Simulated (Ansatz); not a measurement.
# B$_{2}$Au: reading a single point

```yaml
crystal:
  lattice:
    - [0.00000, 3.28584, 0.00000]
    - [3.28584, 0.00000, 0.00000]
    - [1.64292, 1.64292, -5.41436]
  atoms:
    - { symbol: B, position: [0.41670, 0.41670, 0.16660] }
    - { symbol: B, position: [0.16670, 0.66670, 0.66660] }
    - { symbol: B, position: [0.33330, 0.83330, 0.33340] }
    - { symbol: B, position: [0.58330, 0.58330, 0.83340] }
    - { symbol: Au, position: [0.00000, 0.00000, 0.00000] }
    - { symbol: Au, position: [0.75000, 0.25000, 0.50000] }
```

Method: PBE, spin-orbit coupling; PAW, plane waves to 420 eV, 6×6×6 Γ-centred mesh, methfessel-paxton occupations (width 0.0123 eV) (Ansatz 0.2.0), atoms fixed.

The state carries no moments; the state need not be the lowest.

(1) What does the stress say?

(2) Is it stable against the elements?

(3) Where is the largest force?

(4) Which element gives electrons and which takes them?

(5) What happens at the Fermi level?

Origin: a known structure type with other elements, at an estimated volume, so it need not be a known compound. Caveats: the k mesh is coarse if the cell is a metal; atoms or cell far from equilibrium.

## Answers

(1) The pressure is 19.4 GPa (compression positive), so with the atoms held at these fractions the cell would first expand. The principal stresses 1.9, 28.1, 28.1 GPa differ, so its shape would change too.

(2) 0.99 eV an atom against the elements' usual phases (free molecules for gases, crystals otherwise, with no correction for O₂ or N₂), so at this geometry it isn't bound against them. Relaxing would lower it.

(3) The largest is on B2 (and as large on other atoms): 0.11 eV/Å, components (0.00, 0.00, 0.11). It makes 0° with the line to a nearest neighbour, B3 at 1.80 Å, pointing towards it.

(4) Bader charges in e: B -0.05, Au +0.11. In the mean Au gives up most and B takes most.

(5) It is a metal, with about 1.2 states/eV a cell as the mean within 0.25 eV of the Fermi level, mostly B p (56 %) and Au d (27 %).
